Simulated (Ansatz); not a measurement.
## RuPb3: reading a single point

```xyz
8
Lattice="6.4755 0.0000 0.0000 -3.2378 5.6080 0.0000 0.0000 0.0000 5.8482" Properties=species:S:1:pos:R:3 pbc="T T T"
Ru    0.0000    0.0000    0.0000
Ru    0.0000    0.0000    2.9241
Pb    1.0060    1.7424    1.4620
Pb   -1.0060    1.7424    4.3861
Pb    4.4636    0.0000    1.4620
Pb    2.2318    3.8656    4.3861
Pb   -2.2318    3.8656    1.4620
Pb    2.0119    0.0000    4.3861
```

The numbers come from plane-wave PAW DFT (Ansatz): r2SCAN, no spin polarisation, 500 eV, 6×6×6 Γ-centred k points, fermi-dirac occupations (width 0.1 eV). Nothing was relaxed.

- At the Fermi level: It is a metal, with about 6.3 states/eV a cell as the mean within 0.25 eV of the Fermi level, mostly Pb p (63 %) and Ru d (27 %).
- Forces: The largest is on Pb8 (and as large on other atoms): 4.66 eV/Å, components (4.66, 0.00, 0.00). It makes 144° with the line to a nearest neighbour, Ru1 at 2.49 Å, pointing away from it.
- Stress: The pressure is 19.3 GPa (compression positive), so with the atoms held at these fractions the cell would first expand; the forces are large, so a full relaxation may end otherwise. The principal stresses 18.6, 18.6, 20.7 GPa differ, so its shape would change too.
- Contacts: Ru–Pb at 2.49 Å: least valence density 0.56 e/Å³ and ELF 0.28 there. Ru–Ru at 2.92 Å: least valence density 0.34 e/Å³ and ELF 0.39 there. These are pseudo-fields; inside the PAW spheres they differ from the all-electron ones.
- Formation energy: 0.72 eV an atom against the elements' usual phases (free molecules for gases, crystals otherwise, with no correction for O₂ or N₂), so at this geometry it isn't bound against them. Relaxing would lower it.
- Charges: Bader charges in e: Ru -0.69, Pb +0.23. In the mean Pb gives up most and Ru takes most, against the order of Pauling's electronegativities.

Origin: a known structure type with other elements, at an estimated volume, so it need not be a known compound. Caveats: atoms or cell far from equilibrium.
